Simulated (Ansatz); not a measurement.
**Computed scan of one atom of the cell: Ir (fcc, Cu type)**

Relaxed Ir (fcc, Cu type):

```
CELL_PARAMETERS angstrom
      3.83046     0.00000     0.00000
      0.00000     3.83046     0.00000
      0.00000     0.00000     3.83046
ATOMIC_POSITIONS crystal
  Ir 0.00000 0.00000 0.00000
  Ir 0.50000 0.50000 0.00000
  Ir 0.50000 0.00000 0.50000
  Ir 0.00000 0.50000 0.50000
```

Scan: atom 2 (Ir, nearest neighbour Ir at 2.709 Å; its periodic images, 3.8 Å or more away, move with it) is displaced along Cartesian z, direction (0.000, 0.000, 1.000) in Cartesian axes, by s. The other atoms stay.

Calculation: PBEsol (plane waves to 420 eV, PAW, scalar-relativistic; Ansatz, a program for electronic structure). k mesh 10×10×10 (Γ-centred), Fermi-Dirac smearing 0.05 eV. E stands for the smeared free energy. Stress and pressure are positive under compression. With partly filled bands, energies and forces of such displacements shift with the k mesh and the smearing. F∥ is the force on the atom along that direction. Ir is run without spin polarisation. Ir was relaxed with its symmetry unable to fall. Spin-orbit coupling is left out, though Ir is heavy. ΔE is measured from the undisplaced structure.

```
s (Å)   ΔE (meV/cell)  P (GPa)  F∥ (eV/Å)
------  -------------  -------  ---------
-0.270            551      7.1      4.267
-0.216            348      4.5      3.285
-0.162            194      2.5      2.423
-0.108             86      1.1      1.598
-0.054             21      0.2      0.789
0.000               0     -0.1      0.000
0.054              21      0.2     -0.789
0.108              86      1.1     -1.598
0.162             194      2.5     -2.423
0.216             348      4.5     -3.285
0.270             551      7.1     -4.267
```

Key numbers:

* **Energy at s = 0.270 Å**: 551 meV/cell
* **Force along the line at s = -0.270 Å**: 4.27 eV/Å
* **Symmetry of the curve**: even: the same for both signs
* **Shape of the curve**: a single well with its minimum at or next to zero displacement
* **Force constant k = d²E/ds² at s = 0 (finite differences)**: 14.6 eV/Å²
* **Harmonic estimate at the end of the scan**: ½ks² = 531 meV/cell against the computed 551 meV/cell, so the well is close to harmonic there

(A displaced cell: forces are minus the slopes of the energy, force constants its curvatures, and phonons follow from these.)
